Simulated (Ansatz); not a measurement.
# Y (hcp, Mg type), scan of one atom of the cell

Relaxed Y (hcp, Mg type):

```yaml
crystal:
  lattice:
    - [7.31136, 0.00000, 0.00000]
    - [-1.82784, 3.16591, 0.00000]
    - [0.00000, 0.00000, 5.67880]
  atoms:
    - { symbol: Y, position: [0.16667, 0.66667, 0.75000] }
    - { symbol: Y, position: [0.66667, 0.66667, 0.75000] }
    - { symbol: Y, position: [0.33333, 0.33333, 0.25000] }
    - { symbol: Y, position: [0.83333, 0.33333, 0.25000] }
```

In this cell atom 2 (Y, nearest neighbour Y at 3.538 Å; its periodic images, 3.7 Å or more away, move with it) is moved by s along Cartesian [110], unit vector (0.707, 0.707, 0.000); all other atoms and the cell stay fixed.

Computed with PBE (plane waves to 420 eV, PAW, scalar-relativistic; Ansatz, a quantum-chemistry and plane-wave program). k mesh 6×12×7 (Γ-centred), Fermi-Dirac smearing 0.05 eV. E stands for the smeared free energy. With partly filled bands, energies and forces of such displacements shift with the k mesh and the smearing. F∥ is the force on the atom along that direction. F⊥ is the part of the force across the line. The PAW data are Ansatz's earlier set. Y is run without spin polarisation. Y was relaxed with its symmetry unable to fall. The zero of ΔE is the undisplaced structure.

| s (Å) | ΔE (meV/cell) | |F⊥| (eV/Å) | F∥ (eV/Å) |
|---|---|---|---|
| -0.350 | 208 | 0.101 | 1.207 |
| -0.280 | 132 | 0.076 | 0.952 |
| -0.210 | 74 | 0.054 | 0.709 |
| -0.140 | 33 | 0.035 | 0.471 |
| -0.070 | 8 | 0.017 | 0.235 |
| 0.000 | 0 | 0.000 | 0.000 |
| 0.070 | 8 | 0.014 | -0.233 |
| 0.140 | 32 | 0.024 | -0.460 |
| 0.210 | 72 | 0.030 | -0.679 |
| 0.280 | 127 | 0.030 | -0.892 |
| 0.350 | 197 | 0.025 | -1.100 |

Summary:

```
Item                                                                                                                                             Result
--------------------------------------------------------  ---------------------------------------------------------------------------------------------
Energy at s = 0.350 Å                                                                                                                      197 meV/cell
Force along the line at s = -0.350 Å                                                                                                          1.21 eV/Å
Symmetry of the curve                                                                               not even: the negative side lies higher at ±0.350 Å
Shape of the curve                                                                       a single well with its minimum at or next to zero displacement
Force constant k = d²E/ds² at s = 0 (finite differences)                                                                                     3.35 eV/Å²
Harmonic estimate at the end of the scan                  ½ks² = 205 meV/cell against the computed 197 meV/cell, so the well is close to harmonic there
```

The 11 points together took very roughly 8 core-minutes.

(A displaced cell: forces are minus the slopes of the energy, force constants its curvatures, and phonons follow from these.)
